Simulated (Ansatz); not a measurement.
Here is the system:

La:
```xyz
2
Lattice="0.0000 3.3389 3.3389 3.3389 0.0000 3.3389 3.3389 3.3389 0.0000" Properties=species:S:1:pos:R:3 pbc="T T T"
La     0.0000     0.0000     0.0000
La     1.6694     1.6694     1.6694
```

This is the PBE-relaxed structure.

### Question
All from DFT-PBE in the program Ansatz with PAW potentials, unless another level is named. Estimate the density of states at the Fermi level.

### Answer
0.61 states/eV per atom (mean over ±0.08 eV).

### Question
Next, the gap with spin–orbit coupling?

### Answer
none (metallic).

Space group Fd-3m (diamond). The start of the workflow was typed in or built on a structure type; neither database checked (COD, Materials Project) lists it. It is not the phase usual at ambient conditions (space group No. 194). The cell was relaxed with PBE under the symmetry of its start; its stability against distortions is not shown here. The volume moved by -37 % from the start of the relaxation. Scalar-relativistic: spin–orbit coupling is off unless named, which matters more the heavier the elements.

Potentials: the earlier of the program's two PAW sets.
